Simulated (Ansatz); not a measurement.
According to plane-wave PAW PBEsol (Ansatz code), Zr in the diamond structure (Fd-3m) relaxes to a = 6.138 Å. Zr has 4 nearest neighbours from 2.66 Å (tetrahedral).

Electronic character: metallic (no gap). Gap from PBEsol with spin–orbit coupling: none (metallic).

An equation-of-state fit gives a bulk modulus of 39.6 GPa.

The start of the workflow was typed in or built on a structure type; neither database checked (COD, Materials Project) lists it. It is not the phase usual at ambient conditions (space group No. 194). The PBEsol relaxation kept the symmetry of its start. At this level the phase is dynamically unstable (imaginary phonons). The run is not spin-polarised. The volume moved by -22 % from the start of the relaxation. Spin–orbit coupling is left out wherever it is not named.

Potentials: the later of the program's two PAW sets.
